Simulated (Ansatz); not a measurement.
Ti₂InC:
```yaml
crystal:
  lattice:
    - [3.13169, 0.00000, 0.00000]
    - [-1.56585, 2.71213, 0.00000]
    - [0.00000, 0.00000, 14.13490]
  atoms:
    - { symbol: Ti, position: [0.66667, 0.33333, 0.57858] }
    - { symbol: Ti, position: [0.33333, 0.66667, 0.42142] }
    - { symbol: Ti, position: [0.33333, 0.66667, 0.07858] }
    - { symbol: Ti, position: [0.66667, 0.33333, 0.92142] }
    - { symbol: In, position: [0.66667, 0.33333, 0.25000] }
    - { symbol: In, position: [0.33333, 0.66667, 0.75000] }
    - { symbol: C, position: [0.00000, 0.00000, 0.50000] }
    - { symbol: C, position: [0.00000, 0.00000, 0.00000] }
```

Relaxed with r²SCAN.

Question: Map the valence electron density (e/Å³), cut off at 2 on the plane through (0.667, 0.333, 0.579) spanned by u = [0, 0, 1] and v = [1, -1, 0] in lattice vectors, from the program Ansatz at the r²SCAN level (PAW).

Answer: x is the fraction of u, y of v (the angle between them is 90°; rows are the nearest grid lines); atoms in the plane: Ti at (0.00, 0.00), Ti at (0.84, 0.67), Ti at (0.50, 0.67), Ti at (0.34, 0.00), In at (0.67, 0.00), In at (0.17, 0.67), C at (0.92, 0.33), C at (0.42, 0.33).
```
y \ x   0.000  0.100  0.175  0.275  0.375  0.450  0.550  0.625  0.725  0.825  0.900   1.00
------  -----  -----  -----  -----  -----  -----  -----  -----  -----  -----  -----  -----
1.00     2.00  0.138  0.156  0.366   2.00  0.173  0.177   2.00   1.56  0.147  0.180   2.00
0.926    2.00  0.149  0.188  0.269   2.00  0.187  0.173   1.47  0.955  0.152  0.193   2.00
0.852    1.02  0.201  0.484  0.187  0.479  0.224  0.192  0.449  0.369  0.287  0.221   1.02
0.778   0.182  0.323   2.00  0.193  0.190  0.480  0.477  0.200  0.188   2.00  0.351  0.182
0.704   0.147  0.486   2.00  0.216  0.164   1.58   1.60  0.147  0.144   2.00  0.821  0.147
0.630   0.146  0.486   2.00  0.215  0.165   1.59   1.59  0.145  0.142   2.00  0.827  0.146
0.556   0.162  0.314   2.00  0.182  0.222  0.596  0.439  0.152  0.148   2.00  0.464  0.162
0.444   0.247  0.140  0.240  0.121  0.576  0.918  0.121  0.133  0.129  0.192   1.03  0.247
0.370   0.311  0.105  0.124  0.103  0.943   1.50  0.111  0.112  0.109  0.189   1.64  0.311
0.296   0.312  0.104  0.122  0.103  0.946   1.50  0.112  0.113  0.110  0.187   1.64  0.312
0.222   0.285  0.119  0.152  0.112  0.621  0.881  0.121  0.174  0.162  0.169   1.00  0.285
0.148    1.03  0.135  0.173  0.145  0.660  0.377  0.145  0.435  0.354  0.152  0.408   1.03
0.0741   2.00  0.140  0.167  0.259   2.00  0.205  0.168   1.47  0.951  0.148  0.214   2.00
0.000    2.00  0.138  0.156  0.366   2.00  0.173  0.177   2.00   1.56  0.147  0.180   2.00
```

The density is the valence pseudo-density with augmentation charge, so density and ELF within about 1 Å of a nucleus are not all-electron values.

Space group P6_3/mmc. The workflow started from a Materials Project entry (that database holds measured and hypothetical structures alike); the Crystallography Open Database copy checked does not list it. Its standing as an ambient phase is unchecked. Symmetry was held in the r²SCAN relaxation; its stability against distortions is not shown here. The run is not spin-polarised.

Potentials: the later of the program's two PAW sets.
